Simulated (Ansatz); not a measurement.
**ZrS3: from a starting cell to a relaxed one**

The relaxed structure here is a generated cell of ZrS3: the first start was made by placing the elements on the sites of a structure type, and the end was not matched to a known phase here, so it may be hypothetical.

The start is a generated cell, ZrS3 built in the AFLOW prototype AB3_tP4_123_a_ce (L6_0, as in Ti3Cu). The structure is fully relaxed (lattice and positions, P = 0) with PBE (plane waves to 420 eV, PAW, scalar-relativistic; Ansatz, an electronic-structure program). The first steps use a coarse 5×5×6 k-mesh.

Starting cell:
```
CELL_PARAMETERS angstrom
      4.63802     0.00000     0.00000
      0.00000     4.63802     0.00000
      0.00000     0.00000     4.00891
ATOMIC_POSITIONS crystal
  S  0.50000 0.50000 0.00000
  S  0.00000 0.50000 0.50000
  S  0.50000 0.00000 0.50000
  Zr 0.00000 0.00000 0.00000
```

### Question
How does the volume per atom move from start to end?

### Answer
-22.4 %, from 21.56 to 16.72 Å³/atom.

### Question
How do the shortest distances between atoms change?

### Answer
The closest pairs of elements (up to four, under 3.6 Å), start → end: S–S 3.07 → 2.79 Å; S–Zr 3.07 → 2.79 Å; Zr–Zr 4.01 → 3.33 Å.

### Question
What band gap does the relaxed structure have at this level?

### Answer
Zero (metallic).

### Question
Give the final cell and atomic positions.

### Answer

Space group P4/mmm (No. 123); a = 4.4807 Å, b = 4.4807 Å, c = 3.3311 Å, α = 90.00°, β = 90.00°, γ = 90.00°

| atom | site | symmetry | x | y | z |
|---|---|---|---|---|---|
| S | 1c | 4/mmm | 0.5000 | 0.5000 | 0.0000 |
| S | 2e | mmm. | 0.0000 | 0.5000 | 0.5000 |
| Zr | 1a | 4/mmm | 0.0000 | 0.0000 | 0.0000 |

The space group stays P4/mmm (No. 123) (the run could not lower it); the end is AFLOW prototype AB3_tP4_123_a_ce (L6_0, as in Ti3Cu), with 4 atoms in the primitive cell. Final values are on a 11×11×14 k-mesh of the relaxed cell. No spin polarisation in the result. A magnetic state may lie lower.

The run could not lose the symmetry of its start: the end is stationary, and may be a saddle point rather than a minimum.

All atoms sit on sites fixed by symmetry, so only the cell could relax.
